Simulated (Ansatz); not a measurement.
Below is a relaxed structure of Sr. The cell was found from a structure generator's guess, not taken from experiment.

The calculation used Ansatz 0.2.0, DFT PBE, scalar-relativistic, plane waves, PAW. Cutoff 420 eV, Γ-centred mesh, Gaussian smearing, no spin polarisation.

Only a and b repeat, and vacuum parts the sheet from its images along c.

```xyz
2
Lattice="4.1221 0.0000 0.0000 0.0000 4.1221 0.0000 0.0000 0.0000 29.8847" Properties=species:S:1:pos:R:3 pbc="T T F"
Sr    2.0611    0.0000    7.5218
Sr    0.0000    2.0611   10.4782
```

Energies count from the standard state of Sr at the same level.

**Question.** What layer group does it have?

**Answer.** p4/nmm (No. 64). In-plane cell: a = 4.122 Å, b = 4.122 Å, γ = 90.0°, thickness 2.96 Å between the outermost nuclei. Sr at height 0.00 Å has 8 Sr at 4.12–4.15 Å.

**Question.** How far does it lie from the standard state of Sr?

**Answer.** +0.379 eV/atom. It lies above the standard state, so it could only be metastable.

**Question.** Is it a metal?

**Answer.** No, the gap on the 10×10×1 mesh is 0.07 eV.

The last run used a 10×10×1 mesh for its 2-atom cell and Gaussian smearing of 0.01 eV. Small gaps are read on the mesh alone, and bands can cross between its points. A structure relaxed within its symmetry needn't be a true minimum.
